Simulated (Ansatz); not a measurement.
Nb2CS:
```yaml
crystal:
  lattice:
    - [3.26523, 0.00000, 0.00000]
    - [-1.63261, 2.82777, 0.00000]
    - [0.00000, 0.00000, 11.58171]
  atoms:
    - { symbol: Nb, position: [0.66667, 0.33333, 0.90384] }
    - { symbol: Nb, position: [0.33333, 0.66667, 0.09616] }
    - { symbol: Nb, position: [0.33333, 0.66667, 0.40384] }
    - { symbol: Nb, position: [0.66667, 0.33333, 0.59616] }
    - { symbol: C, position: [0.00000, 0.00000, 0.00000] }
    - { symbol: C, position: [0.00000, 0.00000, 0.50000] }
    - { symbol: S, position: [0.33333, 0.66667, 0.75000] }
    - { symbol: S, position: [0.66667, 0.33333, 0.25000] }
```

Relaxed with PBEsol. Special points in fractions of this cell's reciprocal vectors: Γ (0.000, 0.000, 0.000); M (0.500, 0.000, 0.000); K (0.333, 0.333, 0.000); A (0.000, 0.000, 0.500); L (0.500, 0.000, 0.500); H (0.333, 0.333, 0.500).

**Question.** List the band energies nearest the Fermi level at these points for plane-wave PAW PBEsol (Ansatz code).

**Answer.** In eV from the Fermi level; about four levels below and three above (degenerate sets whole), none deeper than 8.9 eV; points with the same levels are listed once.

```csv
k,below,above
Γ,-1.52 -1.52 -0.10 -0.10 -0.09,0.87 0.87 1.02
M,-4.09 -4.01 -3.49 -2.89,0.53 0.83 1.22
K,-2.24 -0.96 -0.96 -0.35,0.18 0.18 0.43
A,-1.58 -1.58 -1.58 -1.58 -0.83 -0.83,1.02 1.02 1.02 1.02
L,-3.70 -3.70 -3.49 -3.49,1.16 1.16 1.17 1.17
H,-1.58 -1.58 -0.93 -0.93,0.05 0.05 1.75 1.75
```

Space group P6_3/mmc. The first step of the workflow began from a Materials Project structure, measured or hypothetical; the Crystallography Open Database copy checked does not list it. Its standing as an ambient phase is unchecked. The PBEsol relaxation kept the symmetry of its start; of distortions, only those at the zone centre were tested. No spin polarisation was allowed. Scalar-relativistic: spin–orbit coupling is off unless named, which matters more the heavier the elements.

Potentials: the later of the program's two PAW sets.
